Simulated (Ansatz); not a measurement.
Polymorphs of KF, each relaxed with DFT-LDA in the program Ansatz with PAW potentials:

A: CsCl type (Pm-3m)
a = 3.0832 Å, b = 3.0832 Å, c = 3.0832 Å, α = 90.00°, β = 90.00°, γ = 90.00°

```csv
atom,site,symmetry,x,y,z
K,1a,m-3m,0.0000,0.0000,0.0000
F,1b,m-3m,0.5000,0.5000,0.5000
```

B: rock salt (Fm-3m)
a = b = c = 5.162 Å, α = β = γ = 90.00°

```tsv
atom	site	symmetry	x	y	z
K	4a	m-3m	0.0000	0.0000	0.0000
F	4b	m-3m	0.5000	0.5000	0.5000
```

Task: Order them by energy per atom at 0 K (lowest first) at the level LDA.

Result: B (+0 meV/atom), A (+51 meV/atom)

Task: Give each one's gap.

Result: A 7.22 eV; B 6.37 eV.

Not the usual ambient phase: A. All cells were relaxed under the symmetry of their starts (and spin orders); stability against distortions was not tested throughout.

Energies hold the estimated change up to a 700 eV cutoff; steps of a few meV lie near the error of the meshes.

Potentials: the later of the program's two PAW sets.
